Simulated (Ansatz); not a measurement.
YAl3:
Space group P6₃/mmc (No. 194); a = 6.2318 Å, b = 6.2318 Å, c = 4.5594 Å, α = 90.00°, β = 90.00°, γ = 120.00°

```
atom  site  symmetry       x       y       z
----  ----  --------  ------  ------  ------
Y       2d      -6m2  0.6667  0.3333  0.2500
Al      6h       mm2  0.1479  0.2958  0.2500
```

Relaxed at zero pressure with the program Ansatz at the PBEsol level (PAW).

Task: The volume is lowered by 9 % and shape and atoms relax at that volume. What pressure results, and how do the axes share the change?

Result: 8.5 GPa; a -3.9 %, b -3.9 %, c -1.4 %; the energy rises by 42 meV/atom.

Task: Give the new structure.

Result: 
Space group P6₃/mmc (No. 194); a = 5.9870 Å, b = 5.9870 Å, c = 4.4952 Å, α = 90.00°, β = 90.00°, γ = 120.00°

| atom | site | symmetry | x | y | z |
|---|---|---|---|---|---|
| Y | 2d | -6m2 | 0.6667 | 0.3333 | 0.2500 |
| Al | 6h | mm2 | 0.1511 | 0.3022 | 0.2500 |

The phase is kept; no other phase was compared at this pressure.

Space group P6_3/mmc. The first step of the workflow began from a Materials Project structure, measured or hypothetical; the Crystallography Open Database copy checked does not list it. Whether it is the stable phase at ambient conditions was not checked. The cell was relaxed with PBEsol under the symmetry of its start; of distortions, only those at the zone centre were tested. No spin polarisation was allowed. Axis ratios of metals converge slowly with the k-mesh, so a and c are less sure than the volume.

Potentials: the later of the program's two PAW sets.
